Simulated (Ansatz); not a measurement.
This run works on a generated trial structure, not on a known crystal.

Input and command of a plane-wave DFT calculation in Ansatz:

```yaml
crystal:
  lattice:
    - [-3.6408294, 3.6408294, 2.61887216]
    - [3.6408294, -3.6408294, 2.61887216]
    - [3.6408294, 3.6408294, -2.61887216]
  atoms:
    - { symbol: Ta, position: [0.75, 0.25, 0.5] }
    - { symbol: Ta, position: [0.25, 0.75, 0.5] }
    - { symbol: Ni, position: [0.5, 0.5, 0.0], spin: 2.0 }
    - { symbol: P, position: [0.5, 0.5, 0.5] }
    - { symbol: P, position: [0.0, 0.0, 0.5] }
    - { symbol: P, position: [0.5, 0.0, 0.0] }
    - { symbol: P, position: [0.0, 0.5, 0.0] }
basis:
  ecutwfc: 420
kpoints:
  mp_grid: { grid: [4, 4, 4] }
hamiltonian:
  xc: pbe
scf:
  occupations: { method: gaussian, width: 0.2 }
  lower_state_search: "off"
output:
  forces: true
  stress: true
  eigenvalues: true
  populations: true
magnetization:
  spin_polarized: true
relax:
  adjacent_minimum: "off"
  f_tol: 0.08
  max_steps: 16
  cell: { stress_tol: 0.8 }
```

```bash
ansatz run input.yaml --threads 1 --pin off --max-ram 2560MiB --backend cpu --events-out ev --progress --plain --runs-dir out
```

Processor: Arm Neoverse V1, 1 thread, on a host shared with other jobs.

**Question.** Estimate time, memory and problem size.

**Answer.** About 100 s, peak memory 0.49 GiB. It solves 40 bands at 13 k points (after reduction by symmetry) with about 2557 plane waves (on the last cell), in 64 SCF iterations over 5 ionic steps.
